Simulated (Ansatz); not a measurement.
Relaxed-ion elastic tensor of Ge (diamond, Fd-3m) in GPa (Voigt order), r²SCAN (plane waves, PAW; program Ansatz); density 5.29 g/cm³, 22.81 Å³ per atom.

```
 128  44.2  44.2   0.0   0.0   0.0
44.2   128  44.2   0.0   0.0   0.0
44.2  44.2   128   0.0   0.0   0.0
 0.0   0.0   0.0  67.7   0.0   0.0
 0.0   0.0   0.0   0.0  67.7   0.0
 0.0   0.0   0.0   0.0   0.0  67.7
```

Task: Is the crystal mechanically stable?

Result: Yes: the smallest eigenvalue of C is 67.7 GPa.

Task: Work out the Voigt, Reuss and Hill averages.

Result: K_V = 72.0, K_R = 72.0, K_H = 72.0; G_V = 57.3, G_R = 54.2, G_H = 55.8 GPa.

Task: Give Young's modulus, Poisson's ratio, Pugh's ratio and the universal anisotropy index.

Result: E = 9KG/(3K + G) = 133 GPa; ν = 0.19; K/G = 1.29 (brittle by the Pugh limit of 1.75); A_U = 5G_V/G_R + K_V/K_R − 6 = 0.28.

Task: Estimate the sound speeds and the Debye temperature.

Result: v_l = √((K + 4G/3)/ρ) = 5260 m/s, v_t = √(G/ρ) = 3250 m/s, mean 3580 m/s; Θ = (h/k)(3n/4πV)^(1/3) v_m = 376 K.

Task: Give the Zener ratio and Young's modulus along [100], [110] and [111].

Result: A = 2C44/(C11 − C12) = 1.62; 1/E = S11 − 2(S11 − S12 − S44/2)Γ with Γ = 0, 1/4, 1/3 gives 105, 138, 155 GPa.

Task: Solve the Christoffel equation for the three sound speeds along [100], [110], [111].

Result: Eigenvalues of C_ijkl n_j n_l equal ρv². In km/s, slowest first: [100] 3.58, 3.58, 4.92; [110] 2.81, 3.58, 5.39; [111] 3.09, 3.09, 5.54.

Symmetry was held in the r²SCAN relaxation; phonons on a q-mesh show no instability.

Potentials: the earlier of the program's two PAW sets.
